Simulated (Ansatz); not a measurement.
Squeezing B (bcc type)

```
B
1.0
    -1.14865    1.14865    1.14865
     1.14865   -1.14865    1.14865
     1.14865    1.14865   -1.14865
B
1
Direct
  0.00000 0.00000 0.00000
```

The cell comes from a relaxation on PAW files under the same functional, begun from a prototype that needn't be the stable phase.

Its volume is scaled at fixed shape and fractional positions.

Level of theory: DFT with PBEsol, scalar-relativistic, in Ansatz 0.2.0; a Γ-centred 25×25×25 k mesh, Fermi–Dirac smearing of 0.08 eV, no spin polarisation. LAPW: all electrons, basis error target 1 meV/atom; PAW: frozen-core files, cutoff 420 eV; crystal datasets: all electrons, by PAW datasets that the program makes for each cell; norm-conserving: pseudopotentials, cutoff 1034 eV.

Energies are extrapolated to zero smearing and count from the unscaled cell; pressure is positive in compression; gaps take the mesh and a band path. No temperature or zero-point motion is included.

The PAW files were made under PBE. The structure type is held throughout; the real material can change phase at far lower pressure.

| V/V0 | V (Å³/atom) | P LAPW (GPa) | ΔE LAPW (eV/atom) | P PAW − LAPW (GPa) | ΔE PAW − LAPW (meV/atom) |
| --- | --- | --- | --- | --- | --- |
| 1.00 | 6.06 | -0.09 | 0.000 | 0.09 | 0.0 |
| 0.88 | 5.33 | 39.6 | 0.081 | 0.12 | 0.4 |
| 0.78 | 4.73 | ? | ? | ? | ? |
| 0.68 | 4.12 | 190.5 | 0.853 | 0.17 | 1.3 |
| 0.58 | 3.52 | 356.1 | 1.857 | 0.45 | 2.5 |
| 0.50 | 3.03 | 585.4 | 3.252 | 0.38 | 3.8 |
| 0.43 | 2.61 | 920.2 | 5.209 | 0.42 | 4.9 |

(1) Fit the Vinet equation to the LAPW pressures shown (residuals weighted by 1/(|P| + 0.03·Pmax)), and predict the pressure of the withheld row.

(2) From the table, what is the rise of the enthalpy H = E + pV up to the last row, and how stiff is the crystal between the last two rows?

(3) At the smallest volume, how far do crystal datasets and norm-conserving lie from LAPW in pressure?

(4) How do the Löwdin populations by LAPW change from the unscaled cell to the last row?

Results:

(1) The fit gives V0 = 6.06 Å³/atom, B0 = 239 GPa and B0′ = 3.95. At 4.73 Å³/atom, x = (V/V0)^(1/3) = 0.9206, and P = 3·B0·(1 − x)/x²·exp[1.5·(B0′ − 1)·(1 − x)] = 95.7 GPa. The run itself gave 95.9 GPa (-0.2 % off) and ΔE = 0.328 eV/atom.

(2) ΔH = 5.209 eV + (920.2 GPa × 2.61 Å³ + 0.09 GPa × 6.06 Å³) × 0.006242 eV/(GPa·Å³) = 20.18 eV/atom, of which pV makes 74 %. The mean bulk modulus there is −ΔP/Δln V = 2220 GPa.

(3) crystal datasets: -0.01 GPa; norm-conserving: +17.35 GPa, on a LAPW pressure of 920.2 GPa.

(4) B 2s 0.79 → 0.51, B 2p 2.20 → 2.50 electrons an atom. These are projections on the shells that the free atoms fill; 0.02 e a cell lies outside them at the start and 0.02 e at the end.
